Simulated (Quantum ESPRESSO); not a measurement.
# Mo6CuW: one composition in several site orders

Simulated, not a measurement. The program is pw.x of Quantum ESPRESSO 7.5 (plane-wave density functional theory). The cell is made up: eight metal atoms on a face-centred cubic lattice, with elements, volume, strain and displacements drawn at random and not relaxed, so it may be unstable or far from any real phase. PseudoDojo standard norm-conserving files set the functional (PBE unless stated); there is no spin polarisation or spin-orbit coupling, the Fermi-Dirac width of 0.25 eV means electrons at about 2900 K, and the masses in the input are unused placeholders. The copper pseudopotential is less sure than most, with forces differing by about three percent and pressure by about two GPa from a second method on plain copper. Heavy elements are run without spin-orbit coupling, which real alloys of them have. A spin test at this wide smearing found no moment, but such smearing suppresses magnetism that the real alloy may have.

The runs put one composition on the sites in different orders. Cell, positions, cutoff, mesh and smearing stay as in the input of run 1; sites are counted in its order. Stress in the tables is positive in tension.

Input of run 1:

```
&control calculation='scf', pseudo_dir='./dojo.nc.sr.pbe.v0_5.standard.upf', outdir='./o', disk_io='minimal', tprnfor=.true., tstress=.true. /
&system ibrav=0, nat=8, ntyp=3, nbnd=76, ecutwfc=92.02030273, nosym=.true., tot_charge=0,
 occupations='smearing', smearing='fd', degauss=0.0183746611
/
&electrons conv_thr=1.470e-08, electron_maxstep=70, mixing_beta=0.5 /
ATOMIC_SPECIES
Cu 1.0 Cu.upf
Mo 1.0 Mo.upf
W 1.0 W.upf
CELL_PARAMETERS angstrom
-4.0117 0.0 0.0
-2.0058 -4.0117 -2.0058
-2.0058 -4.0117 6.0175
ATOMIC_POSITIONS angstrom
Mo -0.0395 -0.0309 0.1086
Cu -1.9697 -4.0145 1.9975
Mo -1.9914 -2.0017 0.006
Mo -4.0043 -5.9513 1.8649
Mo -4.0226 -4.0703 4.003
Mo -4.0354 -4.0405 0.0115
Mo -4.0994 -2.0187 1.9366
W -6.1241 -6.0006 4.0238
K_POINTS automatic
7 5 3 1 1 1
```

```
run  elements on sites 1 to 8  free energy less that of run 1 (eV)  -TS (eV)  pressure (GPa)  stress xx (GPa)  stress yy (GPa)  stress zz (GPa)  stress yz (GPa)  stress xz (GPa)  stress xy (GPa)  iterations
  1    Mo Cu Mo Mo Mo Mo Mo W                                0.000    -1.844           -4.91             4.63             4.99             5.11            -0.59             0.25             0.11          21
  2    W Mo Mo Mo Cu Mo Mo Mo                                0.287    -1.904           -3.31             2.80             2.74             4.37            -1.11            -0.26             0.57          22
  3    Mo Mo W Mo Mo Cu Mo Mo                               -0.055    -1.842           -5.47             5.68             6.32             4.41            -0.06             0.13            -0.38          21
  4    W Cu Mo Mo Mo Mo Mo Mo                                0.001    -1.848           -4.63             4.37             4.53             5.00            -0.85             0.28             0.02          20
```

Forces Fx Fy Fz (eV/Å):

```
site             run 1             run 2              run 3             run 4
   1   0.09 0.83 -0.92   0.02 0.60 -1.79    0.05 0.78 -0.25   0.12 0.87 -1.01
   2  -0.38 -0.06 0.09  -0.59 -0.20 0.90  -0.49 -0.26 -1.02  -0.38 -0.05 0.08
   3  -0.61 -0.45 0.53  -0.58 0.27 -0.66   -0.73 -0.52 0.20  -0.60 -0.39 0.52
   4  -0.34 -0.34 0.51  -0.25 -0.85 0.81   -0.25 -0.66 0.67  -0.34 -0.38 0.44
   5  -0.15 0.30 -0.70   -0.08 0.41 0.16     0.01 0.58 0.30  -0.11 0.27 -0.63
   6    0.00 0.55 0.76   0.09 0.52 -0.09    0.03 0.35 -0.14   -0.02 0.50 0.85
   7   0.77 -0.92 0.55   0.76 -0.92 0.91     0.88 0.29 0.15   0.79 -0.95 0.58
   8   0.61 0.09 -0.81   0.63 0.18 -0.23    0.50 -0.56 0.09   0.54 0.12 -0.83
```

The sites are displaced and not relaxed, so the energy differences hold strain from misfit and are not ordering energies. A rerun of one cell of this series at a higher cutoff and on a denser mesh moved values by no more than 0.004 eV in energy, 0.04 GPa in stress and 0.009 eV/Å in force, and a second program with other atomic files agreed on that cell to 2 % rms in force and 0.5 GPa in pressure.